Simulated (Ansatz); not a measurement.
Li6SI2O:
```yaml
crystal:
  lattice:
    - [0.00000, 4.41221, 4.41221]
    - [4.41221, 0.00000, 4.41221]
    - [4.41221, 4.41221, 0.00000]
  atoms:
    - { symbol: Li, position: [0.27591, 0.72409, 0.72409] }
    - { symbol: Li, position: [0.72409, 0.27591, 0.27591] }
    - { symbol: Li, position: [0.72409, 0.27591, 0.72409] }
    - { symbol: Li, position: [0.27591, 0.72409, 0.27591] }
    - { symbol: Li, position: [0.72409, 0.72409, 0.27591] }
    - { symbol: Li, position: [0.27591, 0.27591, 0.72409] }
    - { symbol: I, position: [0.25000, 0.25000, 0.25000] }
    - { symbol: I, position: [0.75000, 0.75000, 0.75000] }
    - { symbol: S, position: [0.00000, 0.00000, 0.00000] }
    - { symbol: O, position: [0.50000, 0.50000, 0.50000] }
```

Relaxed with the program Ansatz at the r²SCAN level (PAW). Indices refer to the conventional cell of Fm-3m, a = 8.8244 Å, b = 8.8244 Å, c = 8.8244 Å, α = 90.00°, β = 90.00°, γ = 90.00°.

### Question
Simulate the powder diffraction pattern (Cu Kα, λ = 1.54184 Å; lines above 1 %) up to 2θ = 90°.

### Answer
Simulated powder pattern, Cu Kα, λ = 1.54184 Å (kinematic, ideal powder, no thermal factors, no anomalous dispersion; the 30 strongest lines at most, above 1 %, up to 2θ = 90°):

```
2θ (°)  d (Å)  I/Imax (%)          hkl
------  -----  ----------  -----------
20.13   4.412          48        (200)
28.61   3.120         100        (220)
35.23   2.547          24        (222)
40.91   2.206          23        (400)
46.00   1.973          24        (420)
50.68   1.801          38        (422)
59.23   1.560          15        (440)
63.23   1.471          12  (442)+(600)
67.08   1.395          17        (620)
70.83   1.330         9.2        (622)
74.50   1.274         5.0        (444)
78.10   1.224         5.0        (640)
81.65   1.179          19        (642)
88.68   1.103         2.4        (800)
```

The start of the workflow was typed in or built on a structure type; neither database checked (COD, Materials Project) lists it. Whether it is the stable phase at ambient conditions was not checked. Symmetry was held in the r²SCAN relaxation; whether a distortion lowers the energy is not shown. The volume moved by 21 % from the start of the relaxation. Scalar-relativistic: spin–orbit coupling is off unless named, which matters more the heavier the elements.

Potentials: the later of the program's two PAW sets.
